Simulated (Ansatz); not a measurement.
LiNbO3:
```cif
data_Li6Nb6O18
_chemical_formula_sum 'Li6 Nb6 O18'
_space_group_name_H-M_alt 'R3c :H'
_space_group_IT_number 161
_space_group_name_Hall 'R 3 -2"c'
_cell_length_a 5.13418
_cell_length_b 5.13418
_cell_length_c 13.82656
_cell_angle_alpha 90.000
_cell_angle_beta 90.000
_cell_angle_gamma 120.000
loop_
_atom_site_label
_atom_site_type_symbol
_atom_site_symmetry_multiplicity
_atom_site_Wyckoff_symbol
_atom_site_fract_x
_atom_site_fract_y
_atom_site_fract_z
_atom_site_occupancy
Li1 Li 6 a 0.00000 0.00000 0.21923 1
Nb1 Nb 6 a 0.00000 0.00000 0.00160 1
O1 O 18 b 0.01070 0.38002 0.27069 1
```
(The calculation used a cell of 10 atoms; values per cell refer to that cell.)

Relaxed with PBEsol. Plane-wave PAW PBEsol (Ansatz code) gives a gap of 3.50 eV.

### Question
What gap does HSE06 give on the same cell (Ansatz, PAW)?

### Answer
4.98 eV, 1.48 eV more. The hybrid was solved on a coarser mesh and at special points; the gap given is the minimum over both.

```csv
k,v1 PBEsol,c1 PBEsol,v1 HSE06,c1 HSE06
Γ,-0.01,3.52,[?],[?]
T,-0.32,4.63,[?],[?]
L,-0.22,3.89,[?],[?]
F,-0.21,3.60,[?],[?]
S0,-0.11,3.52,-0.12,5.00
H0,-0.27,3.88,-0.29,5.38
```

### Question
Top valence (v1) and lowest conduction level (c1) in eV from each method's valence maximum (which need not be a listed point): supply the withheld HSE06 values.

### Answer

- L, v1 HSE06: -0.24
- L, c1 HSE06: 5.40
- T, v1 HSE06: -0.34
- T, c1 HSE06: 6.22
- F, v1 HSE06: -0.23
- F, c1 HSE06: 5.09
- Γ, v1 HSE06: -0.01
- Γ, c1 HSE06: 5.00

Cost on shared cores: the PBEsol run (SCF on a 7×7×7 mesh, then bands and DOS) around 2.4 core-minutes (rough), the HSE06 run (SCF on 4×4×4, then a few points) about 6 core-minutes (a rough figure); the tasks are unlike.

The cell was relaxed with PBEsol under the symmetry of its start. No spin polarisation was allowed. Spin–orbit coupling is left out wherever it is not named.

Potentials: the later of the program's two PAW sets.
